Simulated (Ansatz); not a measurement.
Zr₄Al₃:
```
Zr4Al3
1.0
    5.44279     0.00000     0.00000
   -2.72140     4.71360     0.00000
    0.00000     0.00000     5.38096
Zr Al
4 3
Direct
  0.00000   0.00000   0.26048
  0.00000   0.00000   0.73952
  0.33333   0.66667   0.50000
  0.66667   0.33333   0.50000
  0.00000   0.50000   0.00000
  0.50000   0.00000   0.00000
  0.50000   0.50000   0.00000
```

Relaxed with r²SCAN.

### Question
Map the electron localisation function on the plane through (0.000, 0.000, 0.260) spanned by u = [1, 0, 0] and v = [0, 0, 1] in lattice vectors, from r²SCAN in the plane-wave PAW code Ansatz.

### Answer
x is the fraction of u, y of v (the angle between them is 90°; rows are the nearest grid lines); atoms in the plane: Zr at (0.00, 0.00), Zr at (0.00, 0.48), Al at (0.50, 0.74).
```
y \ x   0.000  0.0741  0.185  0.259  0.370  0.444  0.556  0.630  0.741  0.815  0.926   1.00
------  -----  ------  -----  -----  -----  -----  -----  -----  -----  -----  -----  -----
1.00    0.028   0.679  0.333  0.174  0.675  0.730  0.730  0.675  0.174  0.333  0.679  0.028
0.926   0.607   0.795  0.202  0.224  0.720  0.753  0.753  0.720  0.224  0.202  0.795  0.607
0.852   0.699   0.561  0.126  0.406  0.600  0.253  0.253  0.600  0.406  0.126  0.561  0.699
0.778   0.307   0.258  0.313  0.558  0.300  0.011  0.011  0.300  0.558  0.313  0.258  0.307
0.704   0.306   0.259  0.320  0.560  0.293  0.010  0.010  0.293  0.560  0.320  0.259  0.306
0.630   0.686   0.542  0.129  0.413  0.591  0.227  0.227  0.591  0.413  0.129  0.542  0.686
0.556   0.629   0.796  0.195  0.228  0.720  0.749  0.749  0.720  0.228  0.195  0.796  0.629
0.444   0.146   0.716  0.294  0.192  0.630  0.655  0.655  0.630  0.192  0.294  0.716  0.146
0.370   0.803   0.764  0.165  0.352  0.540  0.429  0.429  0.540  0.352  0.165  0.764  0.803
0.296   0.433   0.304  0.288  0.599  0.499  0.271  0.271  0.499  0.599  0.288  0.304  0.433
0.222   0.207   0.194  0.408  0.660  0.492  0.240  0.240  0.492  0.660  0.408  0.194  0.207
0.148   0.718   0.559  0.191  0.496  0.512  0.328  0.328  0.512  0.496  0.191  0.559  0.718
0.0741  0.641   0.784  0.209  0.253  0.578  0.537  0.537  0.578  0.253  0.209  0.784  0.641
0.000   0.028   0.679  0.333  0.174  0.675  0.730  0.730  0.675  0.174  0.333  0.679  0.028
```

The density is the valence pseudo-density with augmentation charge, so density and ELF within about 1 Å of a nucleus are not all-electron values.

Space group P6/mmm. The first step of the workflow began from a Materials Project structure, measured or hypothetical; the Crystallography Open Database copy checked does not list it. Whether it is the stable phase at ambient conditions was not checked. The r²SCAN relaxation kept the symmetry of its start; its stability against distortions is not shown here. No spin polarisation was allowed.

Potentials: the later of the program's two PAW sets.
